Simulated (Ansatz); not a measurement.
CoSn₃:
```yaml
crystal:
  lattice:
    - [8.47673, -3.11938, 0.00000]
    - [8.47673, 3.11938, 0.00000]
    - [0.00000, 0.00000, 6.24083]
  atoms:
    - { symbol: Co, position: [0.42006, 0.42006, 0.00000] }
    - { symbol: Co, position: [0.57994, 0.57994, 0.00000] }
    - { symbol: Co, position: [0.07994, 0.07994, 0.50000] }
    - { symbol: Co, position: [0.92006, 0.92006, 0.50000] }
    - { symbol: Sn, position: [0.83679, 0.16321, 0.16255] }
    - { symbol: Sn, position: [0.16321, 0.83679, 0.83745] }
    - { symbol: Sn, position: [0.66321, 0.33679, 0.66255] }
    - { symbol: Sn, position: [0.33679, 0.66321, 0.33745] }
    - { symbol: Sn, position: [0.02496, 0.64530, 0.19133] }
    - { symbol: Sn, position: [0.97504, 0.35470, 0.80867] }
    - { symbol: Sn, position: [0.47504, 0.85470, 0.69133] }
    - { symbol: Sn, position: [0.52496, 0.14530, 0.30867] }
    - { symbol: Sn, position: [0.64530, 0.02496, 0.80867] }
    - { symbol: Sn, position: [0.35470, 0.97504, 0.19133] }
    - { symbol: Sn, position: [0.85470, 0.47504, 0.30867] }
    - { symbol: Sn, position: [0.14530, 0.52496, 0.69133] }
```

Relaxed with r²SCAN. Special points in fractions of this cell's reciprocal vectors: Γ (0.000, 0.000, 0.000); Y (0.500, 0.500, 0.000); F0 (0.284, 0.716, 0.000); Δ0 (-0.284, 0.284, 0.000); Z (0.000, 0.000, 0.500); B0 (-0.284, 0.284, 0.500); G0 (0.284, 0.716, 0.500); T (0.500, 0.500, 0.500); S (0.000, 0.500, 0.000); R (0.000, 0.500, 0.500).

Task: List the band energies nearest the Fermi level at these points for the program Ansatz at the r²SCAN level (PAW).

Result: In eV from the Fermi level; about four levels below and three above (degenerate sets whole), none deeper than 8.9 eV; points with the same levels are listed once.

```tsv
k	below	above
Γ	-0.36 -0.32 -0.24 -0.09	0.09 0.14 0.68
Y	-0.90 -0.89 -0.84 -0.52	0.01 0.09 0.09
F0	-0.47 -0.46 -0.13 -0.10	0.20 0.67 0.78
Z	-0.65 -0.65 -0.32 -0.32	0.05 0.05 0.21 0.21
B0	-0.18 -0.18 -0.14 -0.14	1.03 1.03 1.21 1.21
T	-0.36 -0.36 -0.02 -0.02	2.21 2.21 2.46 2.46
S	-0.52 -0.52 -0.42 -0.42	0.20 0.20 0.96 0.96
R	-0.37 -0.37 -0.03 -0.03	0.81 0.81 1.24 1.24
```

Space group Cmce. The first step of the workflow began from a Materials Project structure, measured or hypothetical; the Crystallography Open Database copy checked does not list it. Its standing as an ambient phase is unchecked. Symmetry was held in the r²SCAN relaxation; its stability against distortions is not shown here. The run is not spin-polarised. Scalar-relativistic: spin–orbit coupling is off unless named, which matters more the heavier the elements.

Potentials: the later of the program's two PAW sets.
